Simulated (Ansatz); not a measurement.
Starting cell, TiAl3 (D022 type, space group I4/mmm):

```yaml
crystal:
  lattice:
    - [-1.91209, 1.91209, 4.28030]
    - [1.91209, -1.91209, 4.28030]
    - [1.91209, 1.91209, -4.28030]
  atoms:
    - { symbol: Al, position: [0.50000, 0.50000, 0.00000] }
    - { symbol: Al, position: [0.75000, 0.25000, 0.50000] }
    - { symbol: Al, position: [0.25000, 0.75000, 0.50000] }
    - { symbol: Ti, position: [0.00000, 0.00000, 0.00000] }
```

Scan: atom 1 (Al, nearest neighbour Ti at 2.704 Å; its periodic images, 3.8 Å or more away, move with it) is displaced along Cartesian [111], direction (0.577, 0.577, 0.577) in Cartesian axes, by s. The other atoms stay.

These are r2SCAN (plane waves to 500 eV, PAW, scalar-relativistic; Ansatz, an electronic-structure program) values and carry that method's errors. k mesh 14×14×14 (Γ-centred), Fermi-Dirac smearing 0.05 eV. Energies are smeared free energies. With partly filled bands, energies and forces of such displacements shift with the k mesh and the smearing. TiAl3 is run without spin polarisation. TiAl3 was relaxed with its symmetry unable to fall. The zero of ΔE is the undisplaced structure. The last digit holds for this mesh only.

```
s (Å)   ΔE (meV/cell)
------  -------------
-0.540         1235.6
-0.432          758.5
-0.324       withheld
-0.216          178.4
-0.108           43.9
0.000             0.0
0.108            43.9
0.216           178.4
0.324        withheld
0.432           758.5
0.540          1235.6
```

### Question
Fit an even polynomial form (powers 2, 4, 6) to the given rows and predict ΔE at s = -0.324.

### Answer
Least squares on the 9 given rows: ΔE = (3741)·s² + (1784)·s⁴ + (-285.1)·s⁶, in meV/cell with s in Å; root-mean-square residual 0.06 meV/cell. At -0.324 the fit gives 412.0 meV/cell; the calculation gives 412.1 meV/cell, so the interpolation is off by -0.1 (-0.0 %). The quadratic term alone would give 392.7 meV/cell.

(For displaced atoms, the force is minus the slope of the energy, and its curvature is a force constant, which sets phonon frequencies.)
